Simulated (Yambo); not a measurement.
Given:

```xyz
8
Lattice="-2.7995 2.7995 3.3528 2.7995 -2.7995 3.3528 2.7995 2.7995 -3.3528" Properties=species:S:1:pos:R:3 pbc="T T T"
H      0.0000     2.7995     0.0000
H      2.7995     0.0000     0.0000
F      1.9929    -0.8066     3.3528
F      0.8066     3.6060     0.0000
F      0.8066     1.9929     3.3528
F      1.9929     0.8066     0.0000
K      0.0000     0.0000     5.0293
K      0.0000     0.0000     1.6764
```

Workflow: LDA (pw.x of Quantum ESPRESSO, ONCV potentials, scalar-relativistic), then G0W0 in Yambo (4×4×4 Γ-centred k mesh, 118 bands and a 6 Ry block in the screening, 118 bands in G with the Bruneval-Gonze terminator, plasmon pole fitted at 27.2 eV).

Problem. Give the LDA and G0W0 gaps between the band edges found on this mesh, and say where the edges lie.

Solution. Edges: Z → Γ. LDA: 6.91 eV; G0W0: 11.60 eV. Nearest settings tried, and what they do to the gap: 94 bands in W, 94 bands in G: +64 meV; 5 Ry block (153 vectors against 181): -2 meV; 2×2×2 mesh: -29 meV. So the settings aren't converged at that level. 

Geometry of the Materials Project entry, not relaxed at this level.
